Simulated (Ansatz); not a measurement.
TiS$_{2}$:
```xyz
3
Lattice="3.3148 0.0000 0.0000 -1.6574 2.8707 0.0000 0.0000 0.0000 5.4464" Properties=species:S:1:pos:R:3 pbc="T T T"
Ti     0.0000     0.0000     0.0000
S      0.0000     1.9138     1.4211
S      1.6574     0.9569     4.0253
```

Relaxed with LDA.

**Question.** Decompose the optical modes at the zone centre into irreducible representations, and say which are infrared and Raman allowed.

**Answer.** Point group -3m: Γ_opt = A1g + A2u + Eg + Eu. Infrared: A2u, Eu. Raman: A1g, Eg.

**Question.** Assign frequencies (DFPT, plane-wave PAW LDA (Ansatz code)).

**Answer.** Eu 198, Eg 248, A1g 343, A2u 388 cm⁻¹.

Space group P-3m1 (CdI2 type). The LDA relaxation kept the symmetry of its start; phonons on a q-mesh show no instability. No spin polarisation was allowed. A crystal of weakly bound layers computed without a dispersion correction: the cell and the soft elastic constants depend strongly on that. As this level gives no gap, phonon frequencies hold no LO–TO term and depend on the k-mesh and smearing (Fermi–Dirac, 0.1 eV here).

Potentials: the later of the program's two PAW sets.
